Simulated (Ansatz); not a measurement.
Each is relaxed and computed with the program Ansatz at the r²SCAN level (PAW). Which is the only metal?
(A) SiC2N4, Pn-3m (Si on 2a, C on 4c, N on 8e)
(B) In2Si2O7, C2/m (Pearson symbol mS22)
(C) LaSi2Ni2, I4/mmm (La on 2a, Si on 4e, Ni on 4d)
(D) SiO2, rutile

C, LaSi2Ni2, I4/mmm (La on 2a, Si on 4e, Ni on 4d). LaSi2Ni2: metal; In2Si2O7: gap 3.63 eV (direct); SiO2: gap 6.51 eV (direct); SiC2N4: gap 4.82 eV. Not the usual ambient phase: SiO2, rutile. Standing as an ambient phase not checked: LaSi2Ni2, I4/mmm (La on 2a, Si on 4e, Ni on 4d); In2Si2O7, C2/m (Pearson symbol mS22); SiC2N4, Pn-3m (Si on 2a, C on 4c, N on 8e). All cells were relaxed under the symmetry of their starts (and spin orders); stability against distortions was not tested throughout. Rows with no word on spin ran without spin polarisation. Spin–orbit coupling is left out wherever it is not named.

Potentials: the later of the program's two PAW sets.
